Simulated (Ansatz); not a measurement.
YbMg₂Ga₂: reading a single point

```yaml
crystal:
  lattice:
    - [4.30791, 0.00000, 0.00000]
    - [-2.15396, 3.73076, 0.00000]
    - [0.00000, 0.00000, 7.17680]
  atoms:
    - { symbol: Mg, position: [0.33330, 0.66670, 0.62860] }
    - { symbol: Mg, position: [0.66670, 0.33330, 0.37140] }
    - { symbol: Ga, position: [0.33330, 0.66670, 0.25710] }
    - { symbol: Ga, position: [0.66670, 0.33330, 0.74290] }
    - { symbol: Yb, position: [0.00000, 0.00000, 0.00000] }
```

Level: PBE, no spin polarisation; 420 eV; 6×6×4 Γ-centred mesh; gaussian occupations (width 0.0128 eV); Ansatz 0.2.0, fixed geometry.

Question: Is there a gap?

Answer: It is a metal, with about 6.1 states/eV a cell as the mean within 0.25 eV of the Fermi level, mostly Ga p (41 %), Yb f (39 %) and Yb d (14 %).

Question: Where is the largest force?

Answer: The largest is on Ga3 (and as large on other atoms): 0.90 eV/Å, components (0.00, 0.00, -0.90). It makes 108° with the line to a nearest neighbour, Mg2 at 2.62 Å.

Question: How is the charge shared?

Answer: Bader charges in e: Yb +1.25, Mg +1.32, Ga -1.95. In the mean Mg gives up most and Ga takes most.

Question: Is the cell too large or too small?

Answer: The pressure is 4.3 GPa (compression positive), so with the atoms held at these fractions the cell would first expand; the forces are large, so a full relaxation may end otherwise.

Origin: a known structure type with other elements, at an estimated volume, so it need not be a known compound. Caveats: no spin polarisation, so a magnetic state may lie lower; f levels without a U or exact exchange are poorly placed.
